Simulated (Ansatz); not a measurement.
TiC:
```cif
data_CTi
_chemical_formula_sum 'Ti1 C1'
_space_group_name_H-M_alt 'P 1'
_space_group_IT_number 1
_cell_length_a 3.03557
_cell_length_b 3.03557
_cell_length_c 3.03557
_cell_angle_alpha 60.000
_cell_angle_beta 60.000
_cell_angle_gamma 60.000
loop_
_space_group_symop_operation_xyz
  'x, y, z'
loop_
_atom_site_label
_atom_site_type_symbol
_atom_site_fract_x
_atom_site_fract_y
_atom_site_fract_z
_atom_site_occupancy
Ti1 Ti 0.00000 0.00000 0.00000 1
C1 C 0.50000 0.50000 0.50000 1
```

Relaxed with PBEsol.

Question: Which orbitals make up the states near the Fermi level in plane-wave PAW PBEsol (Ansatz code)?

Answer: Within 0.5 eV of the Fermi level: C 2p 49 %, Ti 3d 49 %. Projections are on Löwdin-orthogonalised atomic valence shells; empty p or d shells of many metals are not among them.

Question: Tabulate the density of states.

Answer: States/eV per cell of 2 atoms, in 0.25 eV bins, energy from the Fermi level.

```csv
E (eV),total,Ti 3d,C 2p,C 2s
-7.85,0.00,0.00,0.00,0.00
-7.60,0.00,0.00,0.00,0.00
-7.35,0.00,0.00,0.00,0.00
-7.10,0.00,0.00,0.00,0.00
-6.85,0.00,0.00,0.00,0.00
-6.60,0.00,0.00,0.00,0.00
-6.35,0.00,0.00,0.00,0.00
-6.10,0.00,0.00,0.00,0.00
-5.85,0.09,0.03,0.05,0.00
-5.60,0.19,0.06,0.10,0.01
-5.35,0.29,0.09,0.15,0.01
-5.10,0.41,0.13,0.21,0.01
-4.85,0.58,0.19,0.31,0.02
-4.60,0.89,0.29,0.48,0.03
-4.35,1.00,0.32,0.56,0.03
-4.10,1.23,0.36,0.73,0.03
-3.85,1.05,0.28,0.66,0.02
-3.60,0.97,0.21,0.67,0.02
-3.35,0.72,0.21,0.45,0.02
-3.10,2.42,0.93,1.37,0.03
-2.85,2.18,1.01,1.09,0.02
-2.60,2.63,1.27,1.30,0.02
-2.35,2.48,1.17,1.25,0.02
-2.10,1.64,0.81,0.79,0.01
-1.85,1.28,0.65,0.60,0.01
-1.60,0.99,0.48,0.48,0.01
-1.35,0.79,0.37,0.40,0.01
-1.10,0.65,0.29,0.34,0.00
-0.85,0.53,0.23,0.29,0.00
-0.60,0.44,0.18,0.25,0.00
-0.35,0.30,0.12,0.17,0.00
-0.10,0.26,0.12,0.13,0.00
0.15,0.31,0.15,0.15,0.00
0.40,0.38,0.22,0.15,0.00
0.65,0.50,0.33,0.15,0.00
0.90,0.63,0.46,0.15,0.01
1.15,0.69,0.53,0.15,0.01
1.40,0.81,0.64,0.15,0.01
1.65,0.92,0.75,0.14,0.01
1.90,1.05,0.88,0.14,0.01
2.15,1.21,1.03,0.15,0.01
2.40,1.44,1.24,0.16,0.02
2.65,1.81,1.58,0.19,0.02
2.90,2.57,2.30,0.21,0.03
3.15,2.99,2.68,0.24,0.04
3.40,1.77,1.50,0.23,0.02
3.65,1.31,1.00,0.27,0.02
3.90,5.19,3.90,1.12,0.03
4.15,1.72,1.16,0.50,0.01
4.40,0.58,0.37,0.19,0.02
4.65,0.64,0.39,0.20,0.03
4.90,0.73,0.43,0.22,0.04
```

Space group Fm-3m (rock salt). Symmetry was held in the PBEsol relaxation; of distortions, only those at the zone centre were tested. No spin polarisation was allowed.

Potentials: the earlier of the program's two PAW sets.
